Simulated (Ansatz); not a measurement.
## BiTe and the effect of the strain (εzz = s)

```
CELL_PARAMETERS angstrom
0.00000 3.23500 3.23500
3.23500 0.00000 3.23500
3.23500 3.23500 0.00000
ATOMIC_POSITIONS crystal
Bi 0.00000 0.00000 0.00000
Te 0.50000 0.50000 0.50000
```

Kept alike: task single point; functional PBE; k mesh 7 × 7 × 7; occupations fermi-dirac, width 0.05 eV; no spin polarisation. Program: Ansatz, Ansatz PAW, cutoff 420 eV. The mesh is that of the run's cell of 2 atoms. No spin-orbit coupling.

```tsv
s	free energy over the lowest row (meV/atom)
-0.04	26.34
-0.02	8.63
-0.01	3.94
0	1.18
0.01	0.00
0.02	?
0.04	5.66
```

The cell shown is the unstrained one; x, y and z are its Cartesian axes; atoms keep their fractions. For a metal such a mesh leaves the last digits unconverged.

Q: Fit the rows shown and predict the run at 0.02.

A: A least-squares cubic through the rows shown is free energy = -48748 s³ + 9333 s² - 180.32 s + 1.048 (largest miss 0.148); at s = 0.02 it gives 0.78 meV/atom. The run gave: free energy over the lowest row 0.33 meV/atom.
